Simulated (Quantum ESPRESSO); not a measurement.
Zr2NbSn4Ru, input and log of a self-consistent run

Computed values, not a measurement. The program is pw.x of Quantum ESPRESSO 7.5 (plane-wave density functional theory). The cell is made up: eight metal atoms on a face-centred cubic lattice, with elements, volume, strain and displacements drawn at random and not relaxed, so it may be unstable or far from any real phase. PseudoDojo standard norm-conserving files set the functional (PBE unless stated); there is no spin polarisation or spin-orbit coupling, the Fermi-Dirac width of 0.25 eV means electrons at about 2900 K, and the masses in the input are unused placeholders. The tin pseudopotential is less sure than most, with forces differing by about three percent from a second method on plain tin. A spin test at this wide smearing found no moment, but such smearing suppresses magnetism that the real alloy may have.

Input:

```
&control calculation='scf', pseudo_dir='./dojo.nc.sr.pbe.v0_5.standard.upf', outdir='./o', disk_io='minimal', tprnfor=.true., tstress=.true. /
&system ibrav=0, nat=8, ntyp=4, nbnd=68, ecutwfc=84.00895049, nosym=.true., tot_charge=0,
 occupations='smearing', smearing='fd', degauss=0.0183746611
/
&electrons conv_thr=1.470e-08, electron_maxstep=70, mixing_beta=0.5 /
ATOMIC_SPECIES
Nb 1.0 Nb.upf
Ru 1.0 Ru.upf
Sn 1.0 Sn.upf
Zr 1.0 Zr.upf
CELL_PARAMETERS angstrom
2.2542 4.3225 2.2082
2.1727 -4.2814 2.2075
4.4063 0.0404 -4.3951
ATOMIC_POSITIONS angstrom
Zr -0.0062 -0.0251 -0.0449
Zr 2.1943 0.0294 -2.149
Nb 2.1896 -2.1375 -0.0342
Sn 4.3635 -2.087 -2.2067
Sn 2.2497 2.1789 0.0236
Sn 4.4359 2.1586 -2.2143
Sn 2.194 0.016 2.1736
Ru 4.3789 0.122 0.0419
K_POINTS automatic
5 5 4 1 1 1
```

The log is shortened where brackets say so; the opening notice, blank lines, dates and the lines on written files are dropped, and the path of the files is cut. It prints rydbergs, bohrs and kilobars, and counts compression as positive stress. Its total energy is the free energy E - TS of the whole cell.

```
     Program PWSCF v.7.5
     Parallel version (MPI & OpenMP), running on       4 processor cores
     Number of MPI processes:                 4
     Threads/MPI process:                     1
     [start-up lines left out]
     bravais-lattice index     =            0
     lattice parameter (alat)  =      10.1134  a.u.
     unit-cell volume          =    1129.6009 (a.u.)^3
     number of atoms/cell      =            8
     number of atomic types    =            4
     number of electrons       =       109.00
     number of Kohn-Sham states=           68
     kinetic-energy cutoff     =      84.0090  Ry
     charge density cutoff     =     336.0358  Ry
     scf convergence threshold =      1.5E-08
     mixing beta               =       0.5000
     number of iterations used =            8  plain     mixing
     Exchange-correlation= PBE
                           (   1   4   3   4   0   0   0)
     [axes and pseudopotential details left out]
   Cartesian axes
     site n.     atom                  positions (alat units)
         1        Zr     tau(   1) = (  -0.0011585  -0.0046900  -0.0083897  )
         2        Zr     tau(   2) = (   0.4100130   0.0054935  -0.4015485  )
         3        Nb     tau(   3) = (   0.4091347  -0.3993997  -0.0063904  )
         4        Sn     tau(   4) = (   0.8153359  -0.3899636  -0.4123299  )
         5        Sn     tau(   5) = (   0.4203647   0.4071354   0.0044097  )
         6        Sn     tau(   6) = (   0.8288641   0.4033423  -0.4137500  )
         7        Sn     tau(   7) = (   0.4099569   0.0029897   0.4061451  )
         8        Ru     tau(   8) = (   0.8182134   0.0227961   0.0078292  )
     number of k points=    50  Fermi-Dirac smearing, width (Ry)=  0.0184
                       cart. coord. in units 2pi/alat
        k(    1) = (   0.1968202  -0.0018680   0.0450958), wk =   0.0400000
        k(    2) = (   0.3486562  -0.0032939  -0.1071119), wk =   0.0400000
     [further k points left out]
     Dense  grid:   117525 G-vectors     FFT dimensions: (  60,  60,  72)
     Estimated max dynamical RAM per process >     390.90 MB
     Estimated total dynamical RAM >       1.44 GB
     Initial potential from superposition of free atoms
     starting charge     108.9860, renormalised to     109.0000
     Starting wfcs are   76 randomized atomic wfcs
     total cpu time spent up to now is       13.1 secs
     per-process dynamical memory:   310.6 Mb
     Self-consistent Calculation
     iteration #  1     ecut=    84.01 Ry     beta= 0.50
     Davidson diagonalization with overlap
     ethr =  1.00E-02,  avg # of iterations =  2.2
     total cpu time spent up to now is       41.8 secs
     total energy              =   -1159.11696153 Ry
     estimated scf accuracy    <       1.18386211 Ry
     iteration #  2     ecut=    84.01 Ry     beta= 0.50
     Davidson diagonalization with overlap
     ethr =  1.09E-03,  avg # of iterations =  5.5
     total cpu time spent up to now is       75.2 secs
     total energy              =   -1158.97533322 Ry
     estimated scf accuracy    <       8.72709821 Ry
     iteration #  3     ecut=    84.01 Ry     beta= 0.50
     Davidson diagonalization with overlap
     ethr =  1.09E-03,  avg # of iterations =  3.1
     total cpu time spent up to now is      104.1 secs
     total energy              =   -1159.70763719 Ry
     estimated scf accuracy    <       0.31479249 Ry
     iteration #  4     ecut=    84.01 Ry     beta= 0.50
     Davidson diagonalization with overlap
     ethr =  2.89E-04,  avg # of iterations =  5.0
     total cpu time spent up to now is      132.5 secs
     total energy              =   -1159.73876256 Ry
     estimated scf accuracy    <       0.04763936 Ry
     iteration #  5     ecut=    84.01 Ry     beta= 0.50
     Davidson diagonalization with overlap
     ethr =  4.37E-05,  avg # of iterations =  7.1
     total cpu time spent up to now is      164.6 secs
     total energy              =   -1159.73049928 Ry
     estimated scf accuracy    <       0.18716697 Ry
     [iterations 6 to 9 left out]
     iteration # 10     ecut=    84.01 Ry     beta= 0.50
     Davidson diagonalization with overlap
     ethr =  3.87E-08,  avg # of iterations =  5.8
     total cpu time spent up to now is      302.6 secs
     total energy              =   -1159.75261004 Ry
     estimated scf accuracy    <       0.00001420 Ry
     iteration # 11     ecut=    84.01 Ry     beta= 0.50
     Davidson diagonalization with overlap
     ethr =  1.30E-08,  avg # of iterations =  2.0
     total cpu time spent up to now is      327.3 secs
     total energy              =   -1159.75261079 Ry
     estimated scf accuracy    <       0.00000142 Ry
     iteration # 12     ecut=    84.01 Ry     beta= 0.50
     Davidson diagonalization with overlap
     ethr =  1.30E-09,  avg # of iterations =  2.9
     total cpu time spent up to now is      354.9 secs
     total energy              =   -1159.75261101 Ry
     estimated scf accuracy    <       0.00000011 Ry
     iteration # 13     ecut=    84.01 Ry     beta= 0.50
     Davidson diagonalization with overlap
     ethr =  9.74E-11,  avg # of iterations =  4.5
     total cpu time spent up to now is      384.7 secs
     total energy              =   -1159.75261103 Ry
     estimated scf accuracy    <       0.00000007 Ry
     iteration # 14     ecut=    84.01 Ry     beta= 0.50
     Davidson diagonalization with overlap
     ethr =  6.19E-11,  avg # of iterations =  2.0
     total cpu time spent up to now is      411.1 secs
     End of self-consistent calculation
     [lines on levels left out]
!    total energy              =   -1159.75261103 Ry
     estimated scf accuracy    <          3.3E-09 Ry
     smearing contrib. (-TS)   =      -0.09600896 Ry
     internal energy E=F+TS    =   -1159.65660207 Ry
     The total energy is F=E-TS. E is the sum of the following terms:
     one-electron contribution =    -258.07017490 Ry
     hartree contribution      =     201.26257717 Ry
     xc contribution           =    -277.07494391 Ry
     ewald contribution        =    -825.77406043 Ry
     convergence has been achieved in  14 iterations
     Forces acting on atoms (cartesian axes, Ry/au):
     atom    1 type  4   force =    -0.01225789    0.00964062    0.01216680
     atom    2 type  4   force =     0.00304666    0.00101772   -0.01290001
     atom    3 type  1   force =     0.00711608   -0.00259219    0.00093299
     atom    4 type  3   force =    -0.01421900   -0.00832223    0.02687375
     atom    5 type  3   force =     0.01966563   -0.00355076   -0.03897567
     atom    6 type  3   force =    -0.03080466    0.00824245    0.02667555
     atom    7 type  3   force =     0.02768979   -0.00499368   -0.02034359
     atom    8 type  2   force =    -0.00023661    0.00055807    0.00557018
     Total force =     0.080645     Total SCF correction =     0.000065
     Computing stress (Cartesian axis) and pressure
          total   stress  (Ry/bohr**3)                   (kbar)     P=       10.17
   0.00007710  -0.00007771  -0.00012463           11.34      -11.43      -18.33
  -0.00007771   0.00007729  -0.00004100          -11.43       11.37       -6.03
  -0.00012463  -0.00004100   0.00005302          -18.33       -6.03        7.80
     init_run     :     12.34s CPU     12.90s WALL (       1 calls)
     electrons    :    387.45s CPU    398.06s WALL (       1 calls)
     forces       :      3.19s CPU      3.23s WALL (       1 calls)
     stress       :     10.69s CPU     10.70s WALL (       1 calls)
     [timing details left out]
     PWSCF        :   6m53.91s CPU   7m 5.23s WALL
     JOB DONE.
```

In other units: free energy -15779.238 eV for the cell, pressure 1.02 GPa, largest force component 1.002 eV/Å in size. The run took 427 s of wall time with four MPI processes on a shared machine (Intel Xeon, older, virtual cores), so the time is rough. A rerun of this cell at a higher cutoff and on a denser mesh moved values by no more than 0.003 eV in energy, 0.03 GPa in stress and 0.010 eV/Å in force, and a second program with other atomic files agreed on that cell to 2 % rms in force and 0.5 GPa in pressure.